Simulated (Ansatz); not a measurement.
Ansatz (a program for electronic structure) input:

Ansatz 0.2 input:
```yaml
crystal:
  lattice:
    - [3.5767869339, 0.0, 0.0]
    - [0.0, 3.5767869339, 0.0]
    - [0.0, 0.0, 5.2026512717]
  atoms:
    - { symbol: Hf, position: [0.0, 0.0, 0.0] }
    - { symbol: Hf, position: [0.5, 0.5, 0.5] }
    - { symbol: O, position: [0.0, 0.5, 0.1961521616] }
    - { symbol: O, position: [0.0, 0.5, 0.6961521616] }
    - { symbol: O, position: [0.5, 0.0, 0.3038478384] }
    - { symbol: O, position: [0.5, 0.0, 0.8038478384] }
kpoints:
  mp_grid: { grid: [8, 8, 6] }
hamiltonian:
  xc: r2scan
  pseudopotentials: { kind: paw }
scf:
  occupations: { method: fixed }
checkpoint: { read: static.run }
output: { write_density: true, elf: true, volumetric_format: npy }
basis: { fft_grid_basis: typed }
```

Output (shortened):

```
Pseudopotential: Hf, paw, valence charge 26
Pseudopotential: O, paw, valence charge 6
Functional definition: r2SCAN
Crystal: 6 atoms, lattice volume = 66.560 Å³
Basis set: ecut = 500 eV, 1707 PW (Γ), exchange–correlation on 108×108×160 points (64 copies of the dense FFT grid, shifted against one another)
Bands: 46, of which v1, the nominal top of the filled ones, is band 38 counted from 1 (37 counted from 0)
Symmetry: 16 space group operations
Space group: P42/nmc (ITA 137), of the structure as read, at distance tolerance 4.1e-5 Å
k-points: 60 of 384
Stability of the state it starts from, as read at its close in the unpolarized treatment …
iter 1 solved again at ethr=4.87e-8 eV; its pass at ethr=3.10e-3 eV (dr2=3.70e-5 eV) is discarded
SCF iter   1: F=—  HF=-33752.580295 eV  |F-HF|=—  |Δ(HF+E_count)|=         —  Δρ=4.37e-7  dr2=5.49e-11  dr2_τ=1.91e-11  ethr=4.87e-8  ⟨swp⟩=3.7  Hψ=15569  notcnv=0  defer=342
preconditioner: auto → Resta (q_TF=auto, 2.789 Å⁻¹)
SCF iter   2: F=-33752.580295 eV  HF=-33752.580295 eV  |F-HF|=4.37e-11  |Δ(HF+E_count)|=   5.50e-8  Δρ=3.09e-7  dr2=3.36e-11  dr2_τ=2.21e-11  ethr=1.00e-12  ⟨swp⟩=10.1  Hψ=12703  notcnv=0
SCF 1 converged in 2 iterations: F = -33752.580295 eV  dr2 = 3.36e-11
SCF converged after 2 iterations
Free energy (F): -33752.580295 eV
Harris-Foulkes:  -33752.580295 eV  (|F-HF|=4.37e-11)
Internal energy: -33752.580295 eV  (E = F + TS)
E sigma→0 (E₀):  -33752.580295 eV
Fermi energy:    14.492690 eV
--- Per-component energies (eV) ---
  E_band       = 16.243169
  E_kinetic    = 1550.253791
  E_local      = -11684.996722  (includes V_loc(G=0)·N_el)
  E_nonlocal   = -2304.662388
  E_hartree    = 5355.789661
  E_xc         = -862.153130
  E_vxc        = -1010.846340  (∫ρ·V_xc dr)
  E_paw        = -14543.150251  (= ΣΔE_a)
  E_vpaw       = 2699.584418  (= ΣTr[D̂ρ^β])
  E_aug_tail   = 0.004053  (compensation charges beyond the density's cutoff)
  E_vtau       = 55.327063  (kinetic-family band-sum trace: ∫τ·v_τ [+ j·A + Jᵃ·Aᵃ] dr)
  E_ewald      = -11264.180588
  E_core_change = 0.515280  (= ΣΔE_core)
  E_smearing   =  0.000000  (= −TS)
  E_closure    =  0.000000  (closes the sum)
  Σ components = -33752.580295   (vs F -33752.580295, Δ=0.00e0)
  [band-id]    e_kinetic+e_local+e_nonlocal+2·e_hartree+e_vxc+e_vpaw+e_augmentation_tail+e_vtau = 16.243197   (vs E_band 16.243169, Δ=2.78e-5)
--- Band table (eV; the first three rows and the last of 60) ---
  k-point 0: bands = ["-47.3014", "-47.2852", "-15.6804", "-15.2930", "-15.2930", "-15.2536", "-15.1881", "-15.1881", "-4.4976", "-2.9440", "-2.6294", "-2.1481", "4.3395", "4.3395", "4.3440", "4.3524", "4.3524", "4.3672", "4.3738", "4.3826", "4.3826", …
  k-point 1: bands = ["-47.3003", "-47.2863", "-15.6541", "-15.2861", "-15.2861", "-15.2847", "-15.1952", "-15.1952", "-4.3870", "-2.8925", "-2.7828", "-2.1946", "4.3404", "4.3404", "4.3437", "4.3535", "4.3535", "4.3754", "4.3770", "4.3815", "4.3815", …
  k-point 2: bands = ["-47.2973", "-47.2892", "-15.5807", "-15.3677", "-15.2671", "-15.2671", "-15.2144", "-15.2144", "-4.0785", "-3.1645", "-2.7487", "-2.3393", "4.3428", "4.3428", "4.3471", "4.3554", "4.3554", "4.3754", "4.3796", "4.3796", "4.3797", …
  k-point 59: bands = ["-47.2823", "-47.2823", "-15.5371", "-15.5371", "-15.5371", "-15.5371", "-15.3487", "-15.3487", "-2.5834", "-2.5834", "-2.5834", "-2.5834", "4.3210", "4.3210", "4.3437", "4.3437", "4.3556", "4.3556", "4.3556", "4.3556", "4.3602", …
```

Cost: about 17 core-seconds (a rough figure) on shared cores.

Space group P4_2/nmc. This is a known high-temperature phase of the composition, computed here at zero pressure and temperature. The cell was relaxed with r²SCAN under the symmetry of its start; of distortions, only those at the zone centre were tested. No spin polarisation was allowed. Spin–orbit coupling is left out wherever it is not named.

Potentials: the later of the program's two PAW sets.

Ansatz is a plane-wave DFT program.
